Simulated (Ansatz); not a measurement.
Values for one crystal, relaxed and computed with DFT-PBE in the program Ansatz with PAW potentials; other levels are named.

| Item | Value |
|---|---|
| Volume per atom | 20.44 Å³ |
| Electronic character | metallic (no gap) |
| Bulk modulus (Birch–Murnaghan fit) | 59.4 GPa |
| Pressure derivative B′ | 3.1 |
| Density of states at the Fermi level | 1.4 states/eV per atom (mean over ±0.08 eV) |

**Question.** Which compound is it?
A) Ir, fcc (Cu type)
B) Re, diamond
C) V, diamond
D) Rb, bcc (W type)

**Answer.** C, V, diamond

Space group Fd-3m (diamond). The start of the workflow was typed in or built on a structure type; neither database checked (COD, Materials Project) lists it. It is not the phase usual at ambient conditions (space group No. 229). Symmetry was held in the PBE relaxation; whether a distortion lowers the energy is not shown. Spin order of the final state: ferromagnetic, chosen from 4 collinear starts compared on coarse meshes (ties went to the first, and starts can fall back to one state), not a proven ground state.

Potentials: the earlier of the program's two PAW sets.
